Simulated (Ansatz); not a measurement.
The numbers come from plane-wave PAW DFT (Ansatz): r2SCAN, no spin polarisation, 500 eV, 10×10×10 Γ-centred k points, fermi-dirac occupations (width 0.1 eV). Nothing was relaxed.

Computed maps in the lattice plane spanned by a (left to right, 3.70 Å, 11 points from zero) and b (bottom to top, 3.70 Å, 11 points from zero), 90° apart, at height 0.500 along c. The fields are smooth PAW ones with compensation charges, not the true ones near nuclei.

Valence density. Digits on a logarithmic scale: 0 up to 0.03 e/Å³, each further digit a factor of 1.6, 9 from 1.3 e/Å³ up:
```
69999765555
79999965555
89999965555
79999865555
67998766666
66666678997
75555689999
85555699999
75555699999
65555679999
66787667876
```

ELF. Ten even steps from '0' (0.18) to '9' (0.90):
```
02443000000
04785201110
14896201110
03564101110
00221000000
00000001220
00111014653
10111026984
00111025874
00000003442
00010000100
```

**Question.** The cell is Cd2B2N. Which atoms lie within 0.2 Å of this plane, and where (fractions of a and b)?

**Answer.** Cd at (0.75, 0.25), Cd at (0.25, 0.75). The whole cell:
```xyz
5
Lattice="0.0000 3.6953 0.0000 3.6953 0.0000 0.0000 1.8476 1.8476 -4.9342" Properties=species:S:1:pos:R:3 pbc="T T T"
B     1.8476    1.8476   -1.2040
B     3.6953    3.6953   -3.7303
Cd    1.8476    3.6953   -2.4671
Cd    3.6953    1.8476   -2.4671
N     0.0000    0.0000    0.0000
```

Origin: a known structure type with other elements, at an estimated volume, so it need not be a known compound. Caveats: many states at the Fermi level without spin polarisation, so a magnetic state may lie lower; atoms or cell far from equilibrium.
